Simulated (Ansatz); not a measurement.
In r²SCAN (plane waves, PAW; program Ansatz), FeLi₄Nb₆O₁₈ in the trigonal phase (P3; Pearson symbol hP29) relaxes to a = 5.167 Å, c = 13.884 Å. Against the elements it lies at -2.68 eV/atom, with no fitted shifts.

The Kohn–Sham gap is 0.50 eV (indirect). The electron mass is 1.9, 1.9, 4.9 mₑ (principal values). The magnetic state found is ferromagnetic. The net moment is 0.14 μB per atom.

Bader charges are Fe +1.53, Li +0.91, Nb +2.81 to +2.90, O -1.27 to -1.18 e.

The start of the workflow was typed in or built on a structure type; neither database checked (COD, Materials Project) lists it. Whether it is the stable phase at ambient conditions was not checked. The cell was relaxed with r²SCAN under the symmetry of its start; its stability against distortions is not shown here. Spin order of the final state: ferromagnetic, the only order run, not a proven ground state. Other orbital occupations within this spin state were not tried. No Hubbard U is applied. The references are the lowest solids computed at this level, not always the standard phases (solids in place of the gases). Scalar-relativistic: spin–orbit coupling is off unless named, which matters more the heavier the elements.

Potentials: the later of the program's two PAW sets.
